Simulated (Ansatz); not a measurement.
Mg (hcp (Mg type), space group No. 194) at seven volumes, plane-wave PAW PBE (Ansatz code), shape and atoms relaxed at each. One row is withheld.

```csv
V (Å³/atom),P (GPa)
20.867,4.10
21.555,2.52
22.243,1.17
22.931,0.00
23.619,-1.00
24.307,?
24.995,-2.59
```

### Question
Fit the shown pressures and predict the withheld one.

### Answer
P = (3/2)B₀(x^(7/2) − x^(5/2))[1 + (3/4)(B′ − 4)(x − 1)] with x = (V₀/V)^(2/3). Least squares on the six rows gives V₀ = 22.932 Å³/atom, B₀ = 35.9 GPa, B′ = 4.07. At V = 24.307, x = 0.9619 and P = -1.86 GPa. The run itself gave -1.86 GPa.

Space group P6_3/mmc (hcp (Mg type)). The cell was relaxed with PBE under the symmetry of its start.

Potentials: the earlier of the program's two PAW sets.
